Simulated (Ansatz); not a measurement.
## Cs2AgBiBr6: reading a single point

```
Bi Ag Cs Br
1.0
     0.00000    5.60990    5.60990
     5.60990    0.00000    5.60990
     5.60990    5.60990    0.00000
Bi Ag Cs Br
1 1 2 6
Direct
  0.00000 0.00000 0.00000
  0.50000 0.50000 0.50000
  0.25000 0.25000 0.25000
  0.75000 0.75000 0.75000
  0.25055 0.74945 0.25055
  0.25055 0.74945 0.74945
  0.74945 0.25055 0.74945
  0.74945 0.25055 0.25055
  0.25055 0.25055 0.74945
  0.74945 0.74945 0.25055
```

Level: PBE, no spin polarisation; 420 eV; 4×4×4 Γ-centred mesh; methfessel-paxton occupations (width 0.0306 eV); Ansatz 0.2.0, fixed geometry.

(1) Is the cell too large or too small?

(2) What is the formation energy?

(3) Metal or insulator? Give the gap.

(4) What do density and ELF say about some of the short contacts?

Origin: a database entry at a rescaled volume. Caveats: no spin-orbit coupling, which can shift this gap by tenths of an eV.

## Answers

(1) The pressure is 2.0 GPa (compression positive), so with the atoms held at these fractions the cell would first expand.

(2) -1.13 eV an atom against the elements' usual phases (free molecules for gases, crystals otherwise, with no correction for O₂ or N₂), so it is bound against them; other compounds may still compete. Relaxing would lower it.

(3) The gap is 1.26 eV, indirect (the least direct gap found is 2.35 eV). A semilocal functional usually gives too small a gap.

(4) Ag–Br at 2.80 Å: least valence density 0.25 e/Å³ and ELF 0.14 there. Bi–Br at 2.81 Å: least valence density 0.33 e/Å³ and ELF 0.34 there. Cs–Br at 3.97 Å: least valence density 0.04 e/Å³ and ELF 0.03 there, so no covalent bond. Both are smooth PAW fields, read partly inside the augmentation spheres.
